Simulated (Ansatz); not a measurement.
This SiC₂ structure is the end of a relaxation. The cell was found from a structure generator's guess, not taken from experiment.

These are results of Ansatz 0.2.0, DFT PBE, scalar-relativistic, plane waves, PAW, not measurements. Cutoff 420 eV, Γ-centred mesh, Gaussian smearing, no spin polarisation.

```xyz
3
Lattice="1.4619 0.8440 3.6257 -1.4619 0.8440 3.6257 0.0000 -1.6881 3.6257" Properties=species:S:1:pos:R:3 pbc="T T T"
Si    0.0000    0.0000    0.0000
C     0.0000    0.0000    4.7641
C     0.0000    0.0000    6.1131
```

Formation energies are uncorrected and refer to the elements' standard structures at the same level.

(1) Find its symmetry and describe it.

(2) How far does it lie from the elements in energy?

(3) Is it a metal?

(4) From what recipe could a structure generator have reached it?

Results:

(1) R-3m (No. 166). Conventional cell: a = 2.924 Å, c = 10.877 Å. Si is surrounded by 6 C at 2.04 Å; C has 1 C at 1.35 Å and 3 Si at 2.04 Å.

(2) +0.60 eV/atom. A positive value: parting into the elements would lower its energy.

(3) Yes, bands cross the Fermi level on the 18×18×18 mesh.

(4) One such recipe: 4-, 6-connected net, elements by coordination (R-3m, No. 166). Other recipes can lead to the same cell.

The last run used an 18×18×18 mesh for its 3-atom cell and Gaussian smearing of 0.10 eV. The reference form of C is held partly by dispersion forces, which this level lacks. A structure relaxed within its symmetry needn't be a true minimum.
